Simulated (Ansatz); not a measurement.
# Ni: the volume at rest

Ni in a ferromagnetic state, starting from this typed cell of 10.90 Å³ an atom.

```
Ni
1.0
     0.00000    1.76000    1.76000
     1.76000    0.00000    1.76000
     1.76000    1.76000    0.00000
Ni
1
Direct
  0.00000 0.00000 0.00000
```

Method (Ansatz, development build): k mesh 8×8×8; Fermi–Dirac smearing of 0.1 eV; collinear spin from start moments 0.7 μB (atoms as listed). Cell and atoms are relaxed to zero stress with the symmetry kept and no dispersion correction.

Caveats: coarse k mesh.

**Question.** What volume results under PBE, LDA, PBEsol, and how much do the potentials matter?

**Answer.** 
```
functional                  potentials  cutoff (eV)  volume (Å³/atom)  change (%)
       PBE        Ansatz generated PAW          420             10.93         0.2
       PBE        Ansatz hand-made PAW          920             10.92         0.2
       PBE                     JTH PAW         2400             10.99         0.8
       PBE      Ansatz norm-conserving         1400             10.92         0.2
       LDA        Ansatz hand-made PAW          890             10.07        -7.6
       LDA  PseudoDojo norm-conserving         1333             10.06        -7.7
    PBEsol        Ansatz hand-made PAW          890             10.42        -4.4
    PBEsol  PseudoDojo norm-conserving         1333             10.42        -4.5
```

From smallest to largest: LDA, PBEsol, PBE.
